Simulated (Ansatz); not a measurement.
PbO, DFT, LDA, all-electron PAW with datasets made for the crystal, scalar-relativistic (Ansatz 0.2.0), run on 1 thread of Arm Neoverse V1 on a shared host.

The cell comes from COD entry 9012700, which wasn't checked; take it as a given geometry. The listed cell was then made from it by scaling, straining or moving an atom.

Command: `ansatz run input.yaml --threads 1 --pin off --max-ram 4096MiB --backend cpu --events-out ev --progress --plain --runs-dir out`

```yaml
crystal:
  lattice:
    - [3.961107593, 0.0, 0.0]
    - [0.0, 3.961107593, 0.0]
    - [0.0, 0.0, 5.0052038879]
  atoms:
    - { symbol: Pb, position: [0.0, 0.5, 0.2351] }
    - { symbol: Pb, position: [0.5, 0.0, 0.7649] }
    - { symbol: O, position: [0.0, 0.0, 0.0] }
    - { symbol: O, position: [0.5, 0.5, 0.0] }
kpoints:
  mp_grid: { grid: [7, 7, 6] }
scf:
  occupations: { method: fermi_dirac, width: 0.03 }
hamiltonian:
  xc: lda
  pseudopotentials: { kind: all_electron, datasets: crystal }
output:
  forces: true
  stress: true
  eigenvalues: true
  efg: { contact_densities: true }
```

Problem. How large is the problem that the program sets up?

Solution. 40 irreducible k-points, 1019 plane waves at Γ, 24 bands.

Problem. About how long does it take, and how much memory does it use?

Solution. 13 s of wall time for 10 SCF iterations, with a peak of 0.62 GiB. Times on shared machines scatter by tens of per cent.

Problem. And the same cell and mesh by PAW with the default files, asked for forces, stress, eigenvalues, efg, on the same hardware?

Solution. 6.1 s, peak memory 0.4 GiB.
